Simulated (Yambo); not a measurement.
Optical response of Cs2PtH6

```
CELL_PARAMETERS angstrom
      0.00000     4.48618     4.48618
      4.48618     0.00000     4.48618
      4.48618     4.48618     0.00000
ATOMIC_POSITIONS crystal
  H  0.81686 0.81686 0.18314
  H  0.18314 0.18314 0.81686
  H  0.18314 0.81686 0.81686
  H  0.81686 0.18314 0.18314
  H  0.81686 0.18314 0.81686
  H  0.18314 0.81686 0.18314
  Cs 0.75000 0.75000 0.75000
  Cs 0.25000 0.25000 0.25000
  Pt 0.00000 0.00000 0.00000
```

Yambo, RPA with local fields on PBEsol bands; 4×4×4 mesh, 126 bands, 3 Ry local-field block, 0.2 eV broadening; field along x.

```
E (eV)  Im ε  Re ε  Im ε, independent particles
------  ----  ----  ---------------------------
0.0     0.00  2.61                         0.00
0.6     0.01  2.62                         0.01
1.2     0.01  2.65                         0.03
1.9     0.02  2.70                         0.05
2.5     0.04  2.79                         0.08
3.1     0.06  2.93                         0.15
3.8     0.13  3.18                         0.42
4.4     0.49  3.52                         1.99
5.0     0.87  3.50                         2.90
5.6     1.97  4.17                         3.52
6.2     2.78  2.20                         2.66
6.9     1.68  2.05                         1.83
7.5     1.47  1.84                         1.88
8.1     1.67  1.77                         2.29
8.8     1.79  1.67                         2.32
9.4     1.53  1.08                         1.78
10.0    1.28  1.33                         1.59
10.6    1.25  1.49                         1.67
11.2    1.47  1.44                         2.28
11.9    1.57  1.24                         2.30
12.5    1.39  0.99                         2.21
13.1    1.19  1.00                         2.05
13.8    1.19  1.10                         2.51
14.4    1.16  1.02                         2.59
15.0    1.35  0.76                         2.15
15.6    1.09  0.81                         2.36
16.2    1.14  0.75                         0.95
16.9    0.95  0.67                         0.92
17.5    0.93  0.76                         0.95
18.1    0.81  0.67                         0.82
18.8    1.18  0.75                         0.68
19.4    0.79  0.55                         0.60
20.0    0.87  0.61                         0.54
```

Peak heights and small wiggles depend on the k mesh. Convergence of the RPA response with its 4×4×4 mesh was not tested. No excitonic effects at this level.

Without spin-orbit coupling, band edges of such heavy elements can be off by tenths of an eV.

Geometry of the Materials Project entry, not relaxed at this level.

The structure is a Materials Project entry; no match was found in the copy of COD used, and its stability was not checked.
